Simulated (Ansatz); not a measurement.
GaP:
```xyz
2
Lattice="0.0000 2.7257 2.7257 2.7257 0.0000 2.7257 2.7257 2.7257 0.0000" Properties=species:S:1:pos:R:3 pbc="T T T"
P      4.0885     4.0885     4.0885
Ga     0.0000     0.0000     0.0000
```

Relaxed with r²SCAN. Special points in fractions of this cell's reciprocal vectors: Γ (0.000, 0.000, 0.000); X (0.500, 0.000, 0.500); U (0.625, 0.250, 0.625); K (0.375, 0.375, 0.750); L (0.500, 0.500, 0.500); W (0.500, 0.250, 0.750).

Question: List the band energies nearest the valence-band maximum at these points for r²SCAN with spin–orbit coupling (plane waves, PAW; program Ansatz).

Answer: In eV from the valence-band maximum; about four levels below and three above (degenerate sets whole), none deeper than 8.9 eV; points with the same levels are listed once.

```csv
k,below,above
Γ,0.00 0.00 0.00 0.00,2.34 2.34 4.04 4.04
X,-2.84 -2.84 -2.82 -2.82,1.88 1.88 2.06 2.06
U,-4.12 -4.09 -2.38 -2.38,2.44 2.45 5.15 5.15
L,-1.23 -1.23 -1.16 -1.16,2.01 2.01 4.98 4.98
W,-3.75 -3.73 -3.59 -3.54,5.00 5.01 5.25
```

Space group F-43m (zinc blende). The cell was relaxed with r²SCAN under the symmetry of its start.

Potentials: the later of the program's two PAW sets.
